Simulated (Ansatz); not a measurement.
BIr:
```yaml
crystal:
  lattice:
    - [2.72273, 0.00000, 0.00000]
    - [0.00000, 2.72273, 0.00000]
    - [0.00000, 0.00000, 2.72273]
  atoms:
    - { symbol: Ir, position: [0.00000, 0.00000, 0.00000] }
    - { symbol: B, position: [0.50000, 0.50000, 0.50000] }
```

Relaxed with r²SCAN. Special points in fractions of this cell's reciprocal vectors: Γ (0.000, 0.000, 0.000); X (0.000, 0.500, 0.000); M (0.500, 0.500, 0.000); R (0.500, 0.500, 0.500).

**Question.** List the band energies nearest the Fermi level at these points for r²SCAN with spin–orbit coupling in the plane-wave PAW code Ansatz.

**Answer.** In eV from the Fermi level; about four levels below and three above (degenerate sets whole), none deeper than 8.9 eV; points with the same levels are listed once.

| k | below | above |
|---|---|---|
| Γ | -1.89 -1.89 -1.89 -1.89 -1.04 -1.04 | 0.94 0.94 1.59 1.59 1.59 1.59 |
| X | -5.07 -5.07 -1.25 -1.25 | 0.91 0.91 7.43 7.43 |
| M | -3.89 -3.89 -3.50 -3.50 | 0.44 0.44 3.73 3.73 |
| R | -3.61 -3.61 | 0.58 0.58 0.58 0.58 |

Space group Pm-3m (CsCl type). The cell is a constructed one: a structure type filled with these elements; neither database checked (COD, Materials Project) lists it. Its standing as an ambient phase is unchecked. The r²SCAN relaxation kept the symmetry of its start. At this level the phase is mechanically unstable. No spin polarisation was allowed.

Potentials: the earlier of the program's two PAW sets.
